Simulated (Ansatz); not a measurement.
Here is the system:

SrGa4:
Space group I4/mmm (No. 139); a = b = 4.400 Å, c = 10.616 Å, α = β = γ = 90.00°

```json
[
 {"atom": "Sr", "site": "2a", "symmetry": "4/mmm", "x": "0.0000", "y": "0.0000", "z": "0.0000"},
 {"atom": "Ga", "site": "4e", "symmetry": "4mm", "x": "0.0000", "y": "0.0000", "z": "0.3826"},
 {"atom": "Ga", "site": "4d", "symmetry": "-4m2", "x": "0.0000", "y": "0.5000", "z": "0.2500"}
]
```
(The calculation used a cell of 5 atoms; values per cell refer to that cell.)

This is the PBEsol-relaxed structure.

Task: All from plane-wave PAW PBEsol (Ansatz code), unless another level is named. Predict the density of states at the Fermi level.

Result: 0.18 states/eV per atom (mean over ±0.08 eV).

Task: What about the formation energy from the elements (no fitted shifts)?

Result: -0.45 eV/atom.

The workflow started from an entry of the Crystallography Open Database (COD). Whether it is the stable phase at ambient conditions was not checked. The cell was relaxed with PBEsol under the symmetry of its start; whether a distortion lowers the energy is not shown. Axis ratios of metals converge slowly with the k-mesh, so a and c are less sure than the volume. The references are the lowest solids computed at this level, not always the standard phases. Spin–orbit coupling is left out wherever it is not named.

Potentials: the later of the program's two PAW sets.
